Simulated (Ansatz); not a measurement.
Hg:
```yaml
crystal:
  lattice:
    - [5.36893, 0.00000, 0.00000]
    - [-2.68447, 4.64963, 0.00000]
    - [0.00000, 0.00000, 3.15710]
  atoms:
    - { symbol: Hg, position: [0.33333, 0.66667, 0.50000] }
    - { symbol: Hg, position: [0.66667, 0.33333, 0.50000] }
    - { symbol: Hg, position: [0.00000, 0.00000, 0.00000] }
```

Relaxed with r²SCAN+D4. Special points in fractions of this cell's reciprocal vectors: Γ (0.000, 0.000, 0.000); M (0.500, 0.000, 0.000); K (0.333, 0.333, 0.000); A (0.000, 0.000, 0.500); L (0.500, 0.000, 0.500); H (0.333, 0.333, 0.500).

List the band energies nearest the Fermi level at these points for the program Ansatz at the r²SCAN+D4 level (PAW).

In eV from the Fermi level; about four levels below and three above (degenerate sets whole), none deeper than 8.9 eV; points with the same levels are listed once.

```
k                          below                above
-  -----------------------------  -------------------
Γ        -6.21 -6.21 -1.51 -1.09  1.92 1.92 2.00 2.00
M        -5.83 -5.64 -1.91 -1.03       6.06 6.07 8.16
K        -6.28 -5.24 -5.20 -5.20       3.46 3.65 3.65
A  -6.32 -6.32 -5.93 -3.43 -2.87       2.29 3.16 3.38
L        -1.82 -1.79 -1.14 -0.31       2.15 2.58 3.37
H        -1.36 -1.36 -0.93 -0.35       0.60 0.60 6.78
```

Space group P6/mmm. The workflow started from a Materials Project entry (that database holds measured and hypothetical structures alike); the Crystallography Open Database files this formula in space group No. 191, but the cells were not matched. It is not the usual solid phase (space group No. 166). The cell was relaxed with r²SCAN+D4 under the symmetry of its start; whether a distortion lowers the energy is not shown. The substance is a gas or liquid at ambient conditions. The pairwise dispersion correction was not fitted to metals. Spin–orbit coupling is left out wherever it is not named.

Potentials: the later of the program's two PAW sets.
